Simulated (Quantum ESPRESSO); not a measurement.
```
KLiZnO2
1.0
    5.48238    -1.69354     0.00000
    5.48238     1.69354     0.00000
   -4.17652     0.00000     7.21309
Li O K Zn
2 4 2 2
Cartesian
  3.51063   0.00000   0.39665
  3.27760   0.00000   6.81644
  2.16374   0.00000   5.00127
  4.62449   0.00000   2.21182
  5.27141   0.00000   6.76480
  1.51683   0.00000   0.44829
  7.62663   0.00000   2.66935
 -0.83840   0.00000   4.54374
 -0.27828   0.00000   1.31610
  7.06652   0.00000   5.89699
```

The geometry is that of Materials Project entry mp-551092, symmetrised and not relaxed again.

What does PBEsol (pw.x of Quantum ESPRESSO, ONCV potentials, no spin-orbit coupling) give for the electronic structure near the Fermi level?

The PBEsol gap is direct, 2.11 eV at Γ. 

The structure is a Materials Project entry; no match was found in the copy of COD used, and its stability was not checked.
